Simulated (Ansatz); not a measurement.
Hf (hcp (Mg type), space group No. 194) under volume change, DFT-r²SCAN in the program Ansatz with PAW potentials, shape and atoms relaxed at each volume.

```json
[
 {"V (Å³/atom)": "20.335", "E − E(relaxed) (meV/atom)": "(withheld)", "P (GPa)": "(withheld)"},
 {"V (Å³/atom)": "21.005", "E − E(relaxed) (meV/atom)": "30.4", "P (GPa)": "7.60"},
 {"V (Å³/atom)": "21.676", "E − E(relaxed) (meV/atom)": "7.2", "P (GPa)": "3.54"},
 {"V (Å³/atom)": "22.346", "E − E(relaxed) (meV/atom)": "0.0", "P (GPa)": "0.00"},
 {"V (Å³/atom)": "23.016", "E − E(relaxed) (meV/atom)": "6.6", "P (GPa)": "-3.10"},
 {"V (Å³/atom)": "23.687", "E − E(relaxed) (meV/atom)": "25.4", "P (GPa)": "-5.82"},
 {"V (Å³/atom)": "24.357", "E − E(relaxed) (meV/atom)": "(withheld)", "P (GPa)": "(withheld)"}
]
```

**Question.** Complete the blanks.

**Answer.** 
- 24.357, E − E(relaxed) (meV/atom): 54.9
- 24.357, P (GPa): -8.22
- 20.335, E − E(relaxed) (meV/atom): 71.6
- 20.335, P (GPa): 12.21

**Question.** What does a third-order Birch–Murnaghan fit give for V₀, B₀ and B′?

**Answer.** V₀ = 22.35 Å³/atom, B₀ = 110 GPa, B′ = 3.4.

Space group P6_3/mmc (hcp (Mg type)). The r²SCAN relaxation kept the symmetry of its start; of distortions, only those at the zone centre were tested. The run is not spin-polarised. Scalar-relativistic: spin–orbit coupling is off unless named, which matters more the heavier the elements.

Potentials: the later of the program's two PAW sets.
